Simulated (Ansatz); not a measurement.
The end point of a relaxation of CdS. Space group P6₃mc (No. 186), AFLOW prototype AB_hP12_186_a2b_a2b (B6, as in SiC). Calculation: r2SCAN (plane waves to 500 eV, PAW, scalar-relativistic; Ansatz, a quantum-chemistry and plane-wave program).

```xyz
12
Lattice="4.1586 0.0000 0.0000 -2.0793 3.6014 0.0000 0.0000 0.0000 20.3408" Properties=species:S:1:pos:R:3 pbc="T T T"
Cd     0.0000     0.0000    20.3365
Cd     0.0000     0.0000    10.1661
Cd     2.0793     1.2005    16.9499
Cd     0.0000     2.4010     6.7795
Cd     2.0793     1.2005     3.3883
Cd     0.0000     2.4010    13.5587
S      0.0000     0.0000    17.7902
S      0.0000     0.0000     7.6198
S      2.0793     1.2005    14.4027
S      0.0000     2.4010     4.2323
S      2.0793     1.2005     0.8413
S      0.0000     2.4010    11.0117
```

| Item | Value |
|---|---|
| Volume per atom | 25.39 Å³ |
| Band gap | 1.57 eV, direct at Γ (no spin-orbit coupling) |
| Shortest distances | Cd–S 2.54 Å |
| k-mesh | 7×7×2 |

Band energies at high-symmetry points (eV from the VBM; labels of this space group; no spin-orbit coupling), from −5 eV up to 6.6 eV:

```csv
point,energies
Γ,-4.30 -3.33 -3.32 -1.45 -1.43 -0.73 -0.73 -0.57 -0.57 -0.56 -0.56 -0.20 -0.20 -0.19 -0.19 -0.01 0.00 0.00 1.57 2.67 2.77 3.32 3.37 3.45
M,-4.26 -4.11 -3.99 -3.90 -3.69 -3.63 -2.21 -2.16 -1.84 -1.69 -1.58 -1.58 -1.50 -1.19 -1.04 -1.03 -0.87 -0.73 3.58 3.89 3.98 4.15 4.46 4.52 5.04 5.05 5.73 6.12
K,-3.90 -3.90 -3.87 -3.81 -3.72 -3.72 -2.72 -2.72 -2.51 -2.25 -2.04 -2.04 -1.60 -1.60 -1.50 -1.25 -1.22 -1.22 4.85 4.86 4.86 5.35 5.38 5.38 5.70 5.70 5.92 6.13
A,-4.02 -4.02 -2.42 -2.42 -0.69 -0.69 -0.69 -0.69 -0.52 -0.52 -0.38 -0.38 -0.38 -0.38 -0.05 -0.05 -0.05 -0.05 2.02 2.02 3.20 3.20 3.40 3.40
L,-4.21 -4.21 -3.88 -3.88 -3.70 -3.70 -2.13 -2.13 -1.77 -1.77 -1.69 -1.69 -1.32 -1.32 -0.98 -0.98 -0.82 -0.82 3.64 3.64 4.24 4.24 4.43 4.43 5.05 5.05 5.87 5.87
H,-3.89 -3.89 -3.84 -3.84 -3.73 -3.73 -2.70 -2.70 -2.39 -2.39 -2.10 -2.10 -1.51 -1.51 -1.36 -1.36 -1.26 -1.26 5.01 5.01 5.05 5.05 5.12 5.12 5.78 5.78 6.06 6.06
```

No spin polarisation in the result.

The run could not lose the symmetry of its start.

The first start was generated by placing the elements on the sites of a structure type. A measured structure of CdS has the same space group, P6₃mc (No. 186); the sites were not compared with it.
